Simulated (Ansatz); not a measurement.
Data:

TaC (rock salt), conventional cell a = b = c = 4.476 Å, α = β = γ = 90.00°. The calculation uses the primitive cell of 2 atoms, to which meshes and values per cell refer.

This relaxed cell (volume V₀) is scaled evenly in all directions, its shape held. Symmetry pins the atoms to their sites.

These are PBE (plane waves to 420 eV, PAW, scalar-relativistic; Ansatz, a first-principles code) values and carry that method's errors. k mesh 18×18×18 (Γ-centred), Fermi-Dirac smearing 0.05 eV. Energies are smeared free energies. Compression counts positive. Spin-orbit coupling is left out, though Ta is heavy. TaC is run without spin polarisation. TaC was relaxed with its symmetry unable to fall. The zero of ΔE is the relaxed starting cell.

The scan covers V/V₀ from 0.900 to 1.100 in 13 points.

**Question.** What is ΔE at V/V₀ = 0.900?

**Answer.** 136 meV/atom.

**Question.** What is ΔE at V/V₀ = 1.100?

**Answer.** 96 meV/atom.

**Question.** What pressure does the cell carry at V/V₀ = 0.900?

**Answer.** 42.6 GPa.

(Under strain, the slope of the energy per volume gives the stress and its curvature an elastic modulus.)
